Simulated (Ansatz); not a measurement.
The elements of this relaxed trial crystal are hidden behind letters.

```
lattice vectors (Å)
   3.9225    0.0000    0.0000
  -1.9612    3.3970    0.0000
   0.0000    0.0000    2.8159
fractional positions
X 0.3333 0.6667 0.1898
X 0.6667 0.3333 0.8102
Z 0.0000 0.0000 0.5000
```

Computed with DFT PBE, scalar-relativistic, plane waves, PAW in Ansatz 0.2.0. Plane waves to 420 eV, a 12×12×16 mesh through Γ for the 3-atom cell and 0.10 eV Gaussian smearing; no spin polarisation.

```
Space group                                 : P-3m1 (No. 164)
Conventional cell                           : a = 3.922 Å, c = 2.816 Å
Volume per atom                             : 12.51 Å³
Density                                     : 9.79 g/cm³
Energy over the elements                    : +0.07 eV/atom
Gap on the 12×12×16 mesh of the 3-atom cell : 0 eV (a metal)
```

Energies are uncorrected and count from the elements' standard states at the same level.

Problem. X is a d-block element of period 5 and Z is a p-block element of period 2. Which elements are they?

Solution. X = Ru, Z = F, so the formula is Ru2F. Density times volume gives a mean mass of 9.79 × 12.51/1.6605 = 73.8 u per atom, and this set has 73.7 u. Ru has 3 F at 2.43 Å, 3 Ru at 2.50 Å, 5 Ru at 2.82–2.86 Å and 3 F at 2.98 Å; around F lie 6 Ru at 2.43 Å, 2 F at 2.82 Å and 6 Ru at 2.98 Å. Other sets within the hints have nearly the same mass, so mass alone doesn't settle it; this one was computed.

An odd number of electrons in the primitive cell allows no gap without spin; a larger cell or a magnetic state could open one. A later test with randomly moved atoms came back to the same energy, though modes that don't fit the test's cell weren't probed. Another cell of Ru2F relaxed alike, in P2_1/m, lies 170 meV/atom lower, so this cell isn't the stable form at this level.
